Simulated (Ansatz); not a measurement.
InP:
```xyz
4
Lattice="4.1692 0.0000 0.0000 -2.0846 3.6106 0.0000 0.0000 0.0000 6.8449" Properties=species:S:1:pos:R:3 pbc="T T T"
In     2.0846     1.2035     3.4241
In     0.0000     2.4071     0.0017
P      2.0846     1.2035     5.9876
P      0.0000     2.4071     2.5652
```

Relaxed with r²SCAN.

**Question.** Map the electron localisation function on the plane through (0.667, 0.333, 0.500) spanned by u = [0, 0, 1] and v = [1, -1, 0] in lattice vectors, from DFT-r²SCAN in the program Ansatz with PAW potentials.

**Answer.** x is the fraction of u, y of v (the angle between them is 90°; rows are the nearest grid lines); atoms in the plane: In at (0.00, 0.00), In at (0.50, 0.67), P at (0.37, 0.00), P at (0.87, 0.67).
```
y \ x   0.000  0.0882  0.176  0.265  0.353  0.441  0.559  0.647  0.735  0.824  0.912   1.00
------  -----  ------  -----  -----  -----  -----  -----  -----  -----  -----  -----  -----
1.00    0.000   0.127  0.415  0.890  0.001  0.139  0.589  0.061  0.045  0.205  0.135  0.000
0.917   0.127   0.252  0.432  0.833  0.692  0.868  0.571  0.062  0.078  0.227  0.237  0.127
0.833   0.315   0.206  0.206  0.573  0.772  0.551  0.228  0.168  0.446  0.739  0.686  0.315
0.778   0.792   0.307  0.058  0.242  0.294  0.218  0.249  0.230  0.732  0.824  0.904  0.792
0.694   0.744   0.400  0.024  0.105  0.248  0.032  0.033  0.212  0.889  0.116  0.010  0.744
0.611   0.765   0.378  0.024  0.098  0.219  0.104  0.104  0.214  0.861  0.375  0.259  0.765
0.528   0.663   0.204  0.021  0.061  0.182  0.202  0.238  0.242  0.604  0.707  0.774  0.663
0.472   0.369   0.087  0.017  0.036  0.111  0.177  0.179  0.131  0.270  0.460  0.539  0.369
0.389   0.043   0.020  0.009  0.014  0.028  0.041  0.030  0.015  0.018  0.036  0.052  0.043
0.306   0.022   0.014  0.008  0.011  0.019  0.025  0.017  0.008  0.009  0.015  0.022  0.022
0.222   0.137   0.100  0.074  0.173  0.303  0.309  0.091  0.019  0.019  0.054  0.112  0.137
0.167   0.199   0.199  0.252  0.516  0.653  0.676  0.264  0.029  0.029  0.115  0.186  0.199
0.0833  0.132   0.266  0.436  0.822  0.530  0.777  0.541  0.050  0.043  0.184  0.258  0.132
0.000   0.000   0.127  0.415  0.890  0.001  0.139  0.589  0.061  0.045  0.205  0.135  0.000
```

The density is the valence pseudo-density with augmentation charge, so density and ELF within about 1 Å of a nucleus are not all-electron values.

Space group P6_3mc (wurtzite). The first step of the workflow began from a Materials Project structure, measured or hypothetical; the Crystallography Open Database copy checked does not list it. It is not the phase usual at ambient conditions (space group No. 216). The cell was relaxed with r²SCAN under the symmetry of its start; whether a distortion lowers the energy is not shown.

Potentials: the later of the program's two PAW sets.
